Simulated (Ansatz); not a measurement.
Relaxed-ion elastic tensor of Os (diamond, Fd-3m) in GPa (Voigt order), PBEsol (plane waves, PAW; program Ansatz); density 15.18 g/cm³, 20.81 Å³ per atom.

```
230  221  221  0.0  0.0  0.0
221  230  221  0.0  0.0  0.0
221  221  230  0.0  0.0  0.0
0.0  0.0  0.0  9.3  0.0  0.0
0.0  0.0  0.0  0.0  9.3  0.0
0.0  0.0  0.0  0.0  0.0  9.3
```

Task: Is the crystal mechanically stable?

Result: Yes: the smallest eigenvalue of C is 9.3 GPa.

Task: Work out the Voigt, Reuss and Hill averages.

Result: K_V = 224, K_R = 224, K_H = 224; G_V = 7.5, G_R = 6.7, G_H = 7.1 GPa.

Task: Give Young's modulus, Poisson's ratio, Pugh's ratio and the universal anisotropy index.

Result: E = 9KG/(3K + G) = 21.1 GPa; ν = 0.48; K/G = 31.53 (ductile by the Pugh limit of 1.75); A_U = 5G_V/G_R + K_V/K_R − 6 = 0.56.

Task: Estimate the sound speeds and the Debye temperature.

Result: v_l = √((K + 4G/3)/ρ) = 3920 m/s, v_t = √(G/ρ) = 684 m/s, mean 782 m/s; Θ = (h/k)(3n/4πV)^(1/3) v_m = 84.6 K.

Task: Give the Zener ratio and Young's modulus along [100], [110] and [111].

Result: A = 2C44/(C11 − C12) = 1.96; 1/E = S11 − 2(S11 − S12 − S44/2)Γ with Γ = 0, 1/4, 1/3 gives 14.1, 22.2, 27.5 GPa.

The start of the workflow was typed in or built on a structure type; neither database checked (COD, Materials Project) lists it. It is not the phase usual at ambient conditions (space group No. 194). Symmetry was held in the PBEsol relaxation; of distortions, only those at the zone centre were tested. The run is not spin-polarised. As this level gives no gap, shear constants depend on the k-mesh and smearing (Fermi–Dirac, 0.1 eV here). Scalar-relativistic: spin–orbit coupling is off unless named, which matters more the heavier the elements.

Potentials: the later of the program's two PAW sets.
